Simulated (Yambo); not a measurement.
A BSE run in Yambo for AlCl$_{3}$ (space group C2/m, No. 12) (PBEsol bands; 4×4×4 mesh, 15 valence and 8 conduction bands, static screening with 92 bands and a 3 Ry block, scissor 2.73 eV, Tamm-Dancoff; field along x) gives:

| state | energy (eV) | states within 2 meV | relative strength | class |
|---|---|---|---|---|
| 1 | 6.58 | 1 | < 0.01 | dark |
| 2 | 6.70 | 1 | < 0.01 | dark |
| 3 | 6.70 | 1 | 0.03 | weak |
| 4 | 6.80 | 1 | < 0.01 | dark |
| 5 | 6.82 | 1 | < 0.01 | dark |

Axes are Cartesian, with cell vectors (Å) (2.97, -5.14, 0.00), (2.97, 5.14, 0.00), (-1.92, 0.00, 5.88).

**Question.** What changes when the window shrinks to 14 valence and 5 conduction bands?

**Answer.** The lowest state goes from 6.579 eV to 6.605 eV, and its distance below the direct gap from 1.281 eV to 1.254 eV. These are vertical excitations (zero momentum). The scissor comes from a G0W0 run whose convergence isn't established.

Geometry relaxed with PBE+D3(BJ); primitive cell a = b = 5.936 Å, c = 6.183 Å, α = β = 98.93°, γ = 119.97°.
